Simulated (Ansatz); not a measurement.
Polymorphs of WO3, each relaxed with LDA (plane waves, PAW; program Ansatz):

A: ReO3 type (Pm-3m)
a = b = c = 3.7762 Å, α = β = γ = 90.00°

```tsv
atom	site	symmetry	x	y	z
W	1a	m-3m	0.0000	0.0000	0.0000
O	3d	4/mm.m	0.0000	0.0000	0.5000
```

B: P4/ncc
a = 5.1808 Å, b = 5.1808 Å, c = 7.7667 Å, α = 90.00°, β = 90.00°, γ = 90.00°

```tsv
atom	site	symmetry	x	y	z
W	4c	4..	0.0000	0.5000	0.2176
O	8f	..2	0.1990	0.1990	0.2500
O	4c	4..	0.5000	0.0000	0.0083
```

Question: Put the candidates in order of energy per atom at 0 K, lowest first, for LDA.

Answer: B (+0 meV/atom), A (+25 meV/atom)

Question: Give each one's gap.

Answer: A 0.55 eV; B 1.07 eV.

Standing as an ambient phase not checked: A; B. Unstable at this level: A; B. All cells were relaxed under the symmetry of their starts (and spin orders); stability against distortions was not tested throughout. Rows with no word on spin ran without spin polarisation. Spin–orbit coupling is left out wherever it is not named.

Energies hold the estimated change up to a 700 eV cutoff; steps of a few meV lie near the error of the meshes.

Potentials: the later of the program's two PAW sets.
